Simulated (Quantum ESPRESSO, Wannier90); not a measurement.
# Wannier functions of K2Se (anti-fluorite)

Structure: Materials Project mp-8426, symmetrised, not relaxed again. COD (Crystallography Open Database) has an entry of this formula and space group (matched by these alone). Computed values, not measurements, from LDA: Quantum ESPRESSO (norm-conserving PseudoDojo potentials, cutoff 69 Ry, no spin polarisation, no spin-orbit coupling) on a Γ-centred 8×8×8 mesh, then Wannier90. Density: 8×8×8 mesh, cold smearing 0.01 Ry. Spin-orbit coupling, left out, would split the p-like bands by a few tenths of an eV.

```
begin unit_cell_cart
ang
    0.0000000000    3.8359550000    3.8359550000
    3.8359550000    0.0000000000    3.8359550000
    3.8359550000    3.8359550000    0.0000000000
end unit_cell_cart
mp_grid = 8 8 8
```

Question: Which shells of neighbouring k-points and which b-vectors and weights does Wannier90 pick for this cell and mesh?

Answer: 
```
 *---------------------------------- K-MESH ----------------------------------*
 +----------------------------------------------------------------------------+
 |                    Distance to Nearest-Neighbour Shells                    |
 |                    ------------------------------------                    |
 |          Shell             Distance (Ang^-1)          Multiplicity         |
 |          -----             -----------------          ------------         |
 |             1                   0.177316                      8            |
 |             2                   0.204746                      6            |
 |             3                   0.289555                     12            |
 |             4                   0.339534                     24            |
 |             5                   0.354631                      8            |
 |             6                   0.409493                      6            |
 |             7                   0.446235                     24            |
 |             8                   0.457827                     24            |
       ... (lines left out)
 +----------------------------------------------------------------------------+
 | The b-vectors are chosen automatically                                     |
 | The following shells are used:                       1                     |
 +----------------------------------------------------------------------------+
 |                        Shell   # Nearest-Neighbours                        |
 |                        -----   --------------------                        |
 |                          1               8                                 |
 +----------------------------------------------------------------------------+
 | Completeness relation is fully satisfied [Eq. (B1), PRB 56, 12847 (1997)]  |
 +----------------------------------------------------------------------------+
 |                  b_k Vectors (Ang^-1) and Weights (Ang^2)                  |
 |                  ----------------------------------------                  |
 |            No.         b_k(x)      b_k(y)      b_k(z)        w_b           |
 |            ---        --------------------------------     --------        |
 |             1         0.102373    0.102373   -0.102373    11.927166        |
 |             2         0.102373   -0.102373    0.102373    11.927166        |
 |             3        -0.102373    0.102373    0.102373    11.927166        |
 |             4         0.102373    0.102373    0.102373    11.927166        |
 |             5        -0.102373   -0.102373    0.102373    11.927166        |
 |             6        -0.102373    0.102373   -0.102373    11.927166        |
 |             7         0.102373   -0.102373   -0.102373    11.927166        |
 |             8        -0.102373   -0.102373   -0.102373    11.927166        |
```
